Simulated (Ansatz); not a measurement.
A plane-wave DFT run in Ansatz 0.2.0 (scalar-relativistic PAW potentials unless the input names others): input and command.

```yaml
crystal:
  lattice:
    - [3.2599046325, 0.0, 0.0]
    - [-1.6299523163, 2.8231602257, 0.0]
    - [0.0, 0.0, 30.4326981706]
  atoms:
    - { symbol: Na, position: [0.0, 0.0, 0.25] }
    - { symbol: Na, position: [0.0, 0.0, 0.75] }
    - { symbol: Ti, position: [0.0, 0.0, 0.5] }
    - { symbol: Ti, position: [0.0, 0.0, 0.0] }
    - { symbol: Ti, position: [0.3333333333, 0.6666666667, 0.3446629453] }
    - { symbol: Ti, position: [0.6666666667, 0.3333333333, 0.8446629453] }
    - { symbol: Ti, position: [0.6666666667, 0.3333333333, 0.6553370547] }
    - { symbol: Ti, position: [0.3333333333, 0.6666666667, 0.1553370547] }
    - { symbol: Bi, position: [0.3333333333, 0.6666666667, 0.9225160825] }
    - { symbol: Bi, position: [0.6666666667, 0.3333333333, 0.4225160825] }
    - { symbol: Bi, position: [0.6666666667, 0.3333333333, 0.0774839175] }
    - { symbol: Bi, position: [0.3333333333, 0.6666666667, 0.5774839175] }
basis:
  ecutwfc: 420
kpoints:
  mp_grid: { grid: [12, 12, 2] }
hamiltonian:
  xc: pbe
scf:
  occupations: { method: fixed }
  max_iter: 80
output:
  forces: true
  eigenvalues: true
  stress: true
```

```bash
ansatz run input.yaml --threads 1 --pin off --max-ram 2560MiB --backend cpu --events-out ev --progress --plain --runs-dir out
```

Abridged log:
```
Pseudopotentials: kind: paw
Pseudopotential: Na, paw, valence charge 9, recommended cutoff 420 eV (normal)
Pseudopotential: Ti, paw, valence charge 12, recommended cutoff 420 eV (normal)
Pseudopotential: Bi, paw, valence charge 15, recommended cutoff 420 eV (normal)
Functional definition: PBE
Crystal: 12 atoms, lattice volume = 280.079 Å³
Basis set: ecut = 420 eV, 5597 PW (Γ), exchange–correlation on 48×48×432 points (8 copies of the dense FFT grid, shifted against one another)
Bands: 90, of which v1, the nominal top of the filled ones, is band 75 counted from 1 (74 counted from 0)
Symmetry: 24 space group operations
Space group: P63/mmc (ITA 194), of the structure as read, at distance tolerance 6.5e-5 Å
k-points: 38 of 288
Initial density: superposition of atomic densities (neutral atoms: chi_scale 0, normalization atom), corrected by the library's trained network
Initial wavefunctions: pseudopotential atomic-orbital guess
Functional: x = pbe(κ = 0.804, μ = 0.21951497), c = pbe(β = 0.06672455)
SCF iter   1: F=—  HF=-67551.425211 eV  |F-HF|=—  |Δ(HF+E_count)|=         —  Δρ=6.38e-3  dr2=3.95e-1  ethr=1.77e-3  ⟨swp⟩=5.1  Hψ=11952  notcnv=0  defer=381
SCF iter   2: F=—  HF=-67551.502044 eV  |F-HF|=—  |Δ(HF+E_count)|=   7.68e-2  Δρ=1.62e-2  dr2=5.77e0  ethr=2.63e-4  ⟨swp⟩=2.4  Hψ=4340  notcnv=0  defer=453  recentre
SCF iter   3: F=—  HF=-67551.423315 eV  |F-HF|=—  |Δ(HF+E_count)|=   7.87e-2  Δρ=5.49e-3  dr2=3.92e-1  ethr=2.63e-4  ⟨swp⟩=2.6  Hψ=4285  notcnv=0  defer=438
SCF iter   4: F=—  HF=-67551.417743 eV  |F-HF|=—  |Δ(HF+E_count)|=   5.57e-3  Δρ=3.91e-3  dr2=8.48e-2  ethr=2.62e-4  ⟨swp⟩=1.4  Hψ=3221  notcnv=0  defer=421
SCF iter   5: F=—  HF=-67551.423862 eV  |F-HF|=—  |Δ(HF+E_count)|=   6.12e-3  Δρ=5.42e-3  dr2=6.11e-1  ethr=5.65e-5  ⟨swp⟩=2.1  Hψ=3610  notcnv=0  defer=470  recentre
SCF iter   6: F=—  HF=-67551.415728 eV  |F-HF|=—  |Δ(HF+E_count)|=   8.13e-3  Δρ=2.03e-3  dr2=2.18e-2  ethr=5.65e-5  ⟨swp⟩=2.1  Hψ=3505  notcnv=0  defer=470
SCF iter   7: F=—  HF=-67551.415296 eV  |F-HF|=—  |Δ(HF+E_count)|=   4.32e-4  Δρ=1.48e-3  dr2=4.51e-2  ethr=1.45e-5  ⟨swp⟩=2.0  Hψ=3691  notcnv=0  defer=472
SCF iter   8: F=—  HF=-67551.415262 eV  |F-HF|=—  |Δ(HF+E_count)|=   3.40e-5  Δρ=1.51e-3  dr2=4.64e-2  ethr=1.45e-5  ⟨swp⟩=1.0  Hψ=3135  notcnv=0  defer=351
SCF iter   9: F=—  HF=-67551.414746 eV  |F-HF|=—  |Δ(HF+E_count)|=   5.16e-4  Δρ=4.86e-4  dr2=3.50e-3  ethr=1.45e-5  ⟨swp⟩=1.3  Hψ=3136  notcnv=0  defer=370
SCF iter  10: F=—  HF=-67551.414696 eV  |F-HF|=—  |Δ(HF+E_count)|=   5.04e-5  Δρ=2.32e-4  dr2=9.29e-4  ethr=2.33e-6  ⟨swp⟩=1.0  Hψ=3159  notcnv=0  defer=317
SCF iter  11: F=—  HF=-67551.414684 eV  |F-HF|=—  |Δ(HF+E_count)|=   1.23e-5  Δρ=1.55e-5  dr2=2.60e-6  ethr=6.19e-7  ⟨swp⟩=1.4  Hψ=3136  notcnv=0  defer=307
SCF iter  12: F=—  HF=-67551.414656 eV  |F-HF|=—  |Δ(HF+E_count)|=   2.73e-5  Δρ=7.10e-6  dr2=2.11e-7  ethr=1.73e-9  ⟨swp⟩=2.3  Hψ=5971  notcnv=0  defer=310
SCF iter  13: F=-67551.414656 eV  HF=-67551.414656 eV  |F-HF|=2.06e-8  |Δ(HF+E_count)|=   1.73e-7  Δρ=2.69e-6  dr2=2.58e-8  ethr=6.67e-11  ⟨swp⟩=12.9  Hψ=14957  notcnv=0
SCF 1 converged in 13 iterations: F = -67551.414656 eV  dr2 = 2.58e-8
SCF converged after 13 iterations
Free energy (F): -67551.414656 eV
Harris-Foulkes:  -67551.414656 eV  (|F-HF|=2.06e-8)
Internal energy: -67551.414656 eV  (E = F + TS)
E sigma→0 (E₀):  -67551.414656 eV
Fermi energy:    11.667384 eV
--- Forces (eV/Å), atoms counted from 1 ---
  atom   1  Na     0.00000000     0.00000000     0.00000000
  atom   2  Na     0.00000000     0.00000000     0.00000000
  atom   3  Ti     0.00000000     0.00000000     0.00000000
  atom   4  Ti     0.00000000     0.00000000     0.00000000
  atom   5  Ti     0.00000000     0.00000000     0.21102479
  atom   6  Ti     0.00000000     0.00000000     0.21102479
  atom   7  Ti     0.00000000     0.00000000    -0.21102479
  atom   8  Ti     0.00000000     0.00000000    -0.21102479
  atom   9  Bi     0.00000000     0.00000000    -0.00334390
  atom  10  Bi     0.00000000     0.00000000    -0.00334390
  atom  11  Bi     0.00000000     0.00000000     0.00334390
  atom  12  Bi     0.00000000     0.00000000     0.00334390
--- Stress (GPa, compression-positive) ---
        0.825664       0.000000       0.000000
        0.000000       0.825664       0.000000
        0.000000       0.000000      -0.924534
  P = ⅓ Tr σ = 0.2423 GPa (2.423 kbar)
```

Problem. What is wrong with this input?

Solution. The fault is fixed occupations on a metal: they fill the same number of bands at every k-point, while the true filling differs from point to point (scf.occupations: {"method": "gaussian", "width": 0.1} → {"method": "fixed"}, the first being the value of the sound run). Setting it back cures it. The log, from which this was withheld above, says: «WARN: a fill by count may have filled part of one level: at k-index 0 the highest filled band, 11.667301 eV, and the lowest empty band, 11.667301 eV, stand 0.000e0 eV apart, within the solve's uncertainty, 3.162e-4 eV. If they are one level, whatever splits it, however little, can move the result. A smearing (`scf.occupations.method` with a `width`) well over the split that the run's distortions make …» The run converged all the same, with an energy at zero smearing 41.56 meV/atom above the reference's, pressure 0.24 GPa, largest force 0.211 eV/Å, no gap on the mesh, so convergence alone doesn't show that an input is right. A reference run on usual settings, whose relaxation ended at this geometry, converged, and the end of its own relaxation has pressure 0.00 GPa, largest force 0.000 eV/Å, no gap on the mesh.

It took 81 s on 1 thread of Arm Neoverse V1, with other jobs on the host, peak memory 0.94 GiB.